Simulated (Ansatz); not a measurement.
Ba$_{3}$ZnN$_{2}$O:
```
CELL_PARAMETERS angstrom
      4.10737     0.00000     0.00000
      0.00000     4.10737     0.00000
      0.00000     0.00000     9.16674
ATOMIC_POSITIONS crystal
  Ba 0.00000 0.00000 0.21817
  Ba 0.00000 0.00000 0.78183
  Ba 0.50000 0.50000 0.50000
  Zn 0.50000 0.50000 0.00000
  N  0.50000 0.50000 0.80108
  N  0.50000 0.50000 0.19892
  O  0.00000 0.00000 0.50000
```

Relaxed with r²SCAN.

Q: Give the Bader charges and basin volumes of the independent atoms, r²SCAN in the plane-wave PAW code Ansatz.

A: 

```
atom  Bader charge (e)  Bader volume (Å³)
----  ----------------  -----------------
Ba1              +1.39               26.3
Ba3              +1.46               26.1
Zn4              +0.52               20.2
N5               -1.65               18.9
O7               -1.46               18.0
```

Space group P4/mmm. The workflow started from a Materials Project entry (that database holds measured and hypothetical structures alike); the Crystallography Open Database copy checked does not list it. Whether it is the stable phase at ambient conditions was not checked. Symmetry was held in the r²SCAN relaxation; its stability against distortions is not shown here. Scalar-relativistic: spin–orbit coupling is off unless named, which matters more the heavier the elements.

Potentials: the later of the program's two PAW sets.
